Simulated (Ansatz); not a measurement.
An Ansatz input:

```yaml
crystal:
  lattice:
    - [5.4677797199, 0.0, 0.0]
    - [-2.7338898599, 4.7352361397, 0.0]
    - [0.0, 0.0, 3.365906871]
  atoms:
    - { symbol: Tl, position: [0.0, 0.0, 0.0] }
    - { symbol: Tl, position: [0.3333333333, 0.6666666667, 0.5] }
    - { symbol: Tl, position: [0.6666666667, 0.3333333333, 0.5] }
hamiltonian:
  xc: r2scan
  pseudopotentials:
    kind: paw
    azcp:
      Tl: "pseudopotentials/Tl.paw.azcp"
basis:
  ecutwfc: 500
  fft_grid_basis: typed
kpoints:
  mp_grid: { grid: [8, 8, 10], shift: [0, 0, 0] }
magnetization:
  spin_polarized: false
scf:
  occupations: { method: fermi_dirac, width: 0.1 }
  lower_state_search: "off"
output:
  stress: true
```

Terminal output

```
Engine: ansatz 0.2.0, x86_64-unknown-linux-gnu
Pseudopotentials: kind: paw
Pseudopotential: Tl, paw, valence charge 13, recommended cutoff 500 eV (meta_gga) 
Functional definition: r2SCAN
  parameter k0 = 0.174
  parameter k1 = 0.065
  parameter a1 = 4.9479
  exchange = r2scan_x(k0 = k0, k1 = k1, a1 = a1)
  correlation = r2scan_c
Crystal: 3 atoms, lattice volume = 87.147 Å³
Basis set: ecut = 500 eV, 2161 PW (Γ), exchange–correlation on 160×160×100 points (64 copies of the dense FFT grid, shifted against one another)
Bands: 24, of which v1, the nominal top of the filled ones, is band 20 counted from 1 (19 counted from 0)
Symmetry: 24 space group operations
Space group: P6/mmm (ITA 191), of the structure as read, at distance tolerance 4.4e-5 Å
k-points: 60 of 640
Non-local potential: Tl, projectors of the file, l = 0: 2, l = 1: 2, l = 2: 2, l = 3: 1
PAW form: soft (Blöchl's): semilocal exchange-correlation on the pseudo side does not see the compensation charge
PAW frozen core: Tl, regenerated for the run's functional (the file was generated under x = pbe(κ = 0.804, μ = 0.2195149727645171), c = pbe(β = 0.06672455060314922))
PAW one-centre angular grid: Tl, 590 points (default); XC on 160 Gauss nodes
Initial density: superposition of atomic densities (neutral atoms: chi_scale 0, normalization atom), corrected by the library's trained network
Initial wavefunctions: pseudopotential atomic-orbital guess
Functional: x = r2scan, c = r2scan; τ floored in thin density (d = 2e-4 eV/Å³)
SCF iter   1: F=-34375.671381 eV  HF=-34375.708040 eV  |F-HF|=3.67e-2  |Δ(HF+E_count)|=         —  Δρ=8.23e-3  dr2=5.32e-2  dr2_τ=1.93e-2  ethr=1.77e-3  ⟨swp⟩=6.0  Hψ=7019  notcnv=0
SCF iter   2: F=-34375.692271 eV  HF=-34375.698465 eV  |F-HF|=6.19e-3  |Δ(HF+E_count)|=   9.57e-3  Δρ=3.29e-3  dr2=1.00e-2  dr2_τ=8.31e-4  ethr=1.36e-4  ⟨swp⟩=2.6  Hψ=3503  notcnv=0
SCF iter   3: F=-34375.696683 eV  HF=-34375.696471 eV  |F-HF|=2.13e-4  |Δ(HF+E_count)|=   1.99e-3  Δρ=6.29e-4  dr2=5.43e-4  dr2_τ=7.40e-6  ethr=2.57e-5  ⟨swp⟩=2.0  Hψ=2759  notcnv=0
SCF iter   4: F=-34375.696843 eV  HF=-34375.696815 eV  |F-HF|=2.77e-5  |Δ(HF+E_count)|=   3.45e-4  Δρ=2.28e-4  dr2=4.52e-5  dr2_τ=5.35e-7  ethr=1.39e-6  ⟨swp⟩=2.0  Hψ=2861  notcnv=0
SCF iter   5: F=-34375.696846 eV  HF=-34375.696845 eV  |F-HF|=7.00e-7  |Δ(HF+E_count)|=   2.98e-5  Δρ=5.23e-5  dr2=2.87e-6  dr2_τ=1.99e-7  ethr=1.16e-7  ⟨swp⟩=3.0  Hψ=2753  notcnv=0
SCF iter   6: F=-34375.696847 eV  HF=-34375.696846 eV  |F-HF|=1.89e-7  |Δ(HF+E_count)|=   1.19e-6  Δρ=1.66e-5  dr2=3.46e-7  dr2_τ=9.87e-9  ethr=7.36e-9  ⟨swp⟩=2.4  Hψ=2599  notcnv=0
SCF iter   7: F=-34375.696847 eV  HF=-34375.696847 eV  |F-HF|=5.44e-9  |Δ(HF+E_count)|=   2.42e-7  Δρ=4.85e-6  dr2=3.76e-8  dr2_τ=2.14e-9  ethr=2.56e-10  ⟨swp⟩=4.1  Hψ=5260  notcnv=0
SCF 1 converged in 7 iterations: F = -34375.696847 eV  dr2 = 3.76e-8
SCF converged after 7 iterations
Free energy (F): -34375.696847 eV
Harris-Foulkes:  -34375.696847 eV  (|F-HF|=5.44e-9)
Internal energy: -34375.641358 eV  (E = F + TS)
E sigma→0 (E₀):  -34375.669102 eV
Entropy (-TS):   -0.055489 eV (-18.496 meV/atom)
Fermi energy:    10.213186 eV
--- Per-component energies (eV) ---
  E_band       = -5.592693
  E_kinetic    = 1003.981602
  E_local      = -2670.549908  (includes V_loc(G=0)·N_el)
  E_nonlocal   = 951.877237
  E_hartree    = 991.028351
  E_xc         = -656.209900
  E_vxc        = -470.659798  (∫ρ·V_xc dr)
  E_paw        = -30575.149861  (= ΣΔE_a)
  E_vpaw       = -838.490409  (= ΣTr[D̂ρ^β])
  E_aug_tail   = 0.000053  (compensation charges beyond the density's cutoff)
  E_vtau       = 36.187751  (kinetic-family band-sum trace: ∫τ·v_τ [+ j·A + Jᵃ·Aᵃ] dr)
  E_ewald      = -3423.738216
  E_core_change = 3.119283  (= ΣΔE_core)
  E_smearing   = -0.055489  (= −TS)
  E_closure    = -0.000000  (closes the sum)
  Σ components = -34375.696847   (vs F -34375.696847, Δ=0.00e0)
--- Stress (GPa, compression-positive) ---
        2.099844      -0.000000       0.000000
       -0.000000       2.099844       0.000000
        0.000000       0.000000       0.975587
  P = ⅓ Tr σ = 1.7251 GPa (17.251 kbar)
```

Launched by

```sh
ansatz run input.yaml --threads 1 --pin off --max-ram 3584MiB --backend cpu --events-out ev --progress --plain --runs-dir out
```

On 1 thread of Intel(R) Xeon(R) Platinum 8259CL CPU @ 2.50GHz (Skylake/Cascade Lake) (shared host) this took about 25 s of wall time and 25 s of CPU time.
